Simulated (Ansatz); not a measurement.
## Two-dimensional strain map in KMgH3

Method: DFT LDA, scalar-relativistic, plane waves, PAW in Ansatz. The runs took a 420 eV cutoff, a Γ-centred 8×8×8 mesh and Gaussian smearing (0.05 eV). No spin polarisation. Energies are free energies at this smearing, counted from the undisturbed cell; pressure is positive in compression.

Reference structure (as given, not relaxed at this level; it stands at -2.9 GPa, and it needn't be the usual structure):

```xyz
5
Lattice="4.0250 0.0000 0.0000 0.0000 4.0250 0.0000 0.0000 0.0000 4.0250" Properties=species:S:1:pos:R:3 pbc="T T T"
K     0.0000    0.0000    0.0000
Mg    2.0125    2.0125    2.0125
H     0.0000    2.0125    2.0125
H     2.0125    0.0000    2.0125
H     2.0125    2.0125    0.0000
```

The cell is strained by p along both x and y and by q along z, fractional coordinates fixed. Points are written (p, q).

Energy above the undisturbed cell in meV/atom (a dash: not computed):

| p \ q | -0.050 | -0.025 | 0.000 | 0.025 | 0.050 |
| --- | --- | --- | --- | --- | --- |
| -0.050 | -2.9 | -6.4 | -5.8 | -1.8 | 4.9 |
| -0.025 | -8.9 | -10.3 | -7.8 | -2.0 | 6.3 |
| 0.000 | -5.0 | -4.4 | 0.0 | 7.4 | 17.3 |
| 0.025 | 7.0 | 9.5 | 15.6 | 24.6 | 36.0 |
| 0.050 | 25.5 | 29.8 | 37.5 | 48.1 | 60.9 |

Pressure in GPa:

```csv
p \ q,-0.050,-0.025,0.000,0.025,0.050
-0.050,3.2,1.9,0.9,0.0,-0.8
-0.025,0.7,-0.4,-1.3,-2.0,-2.7
0.000,-1.2,-2.1,-2.9,-3.6,-4.2
0.025,-2.7,-3.5,-4.2,-4.8,-5.3
0.050,-3.8,-4.6,-5.2,-5.7,-6.1
```

Gap on the k-mesh in eV:

```csv
p \ q,-0.050,-0.025,0.000,0.025,0.050
-0.050,2.59,2.49,2.39,2.30,2.22
-0.025,2.40,2.31,2.22,2.13,2.05
0.000,2.23,2.14,2.06,1.97,1.90
0.025,2.09,1.99,1.90,1.83,1.76
0.050,1.96,1.87,1.77,1.69,1.62
```